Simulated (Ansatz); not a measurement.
Values for one crystal, relaxed and computed with plane-wave PAW LDA (Ansatz code); other levels are named.

```yaml
volume_per_atom: 27.00 Å³
electronic_character: no gap, with almost no states at the Fermi level (zero-gap or semimetallic)
Pressure derivative B′: 4.4
Formation energy from the elements (no fitted shifts): -0.41 eV/atom
Bulk modulus (Birch–Murnaghan fit): 52.4 GPa
Density of states at the Fermi level: 0.01 states/eV per atom (mean over ±0.08 eV)
```

Q: Which compound is it?
A. CdS, rock salt
B. ZnCdTeSe, P3m1 (Zn on 1a, Cd on 1c, Te on 1a, Se on 1c)
C. TiSi, CsCl type
D. TaS2, R3m (Pearson symbol hR6)

A: B, ZnCdTeSe, P3m1 (Zn on 1a, Cd on 1c, Te on 1a, Se on 1c)

The first step of the workflow began from a Materials Project structure, measured or hypothetical; the Crystallography Open Database copy checked does not list it. Whether it is the stable phase at ambient conditions was not checked. The LDA relaxation kept the symmetry of its start; its stability against distortions is not shown here. The references are the lowest solids computed at this level, not always the standard phases. Scalar-relativistic: spin–orbit coupling is off unless named, which matters more the heavier the elements.

Potentials: the later of the program's two PAW sets.
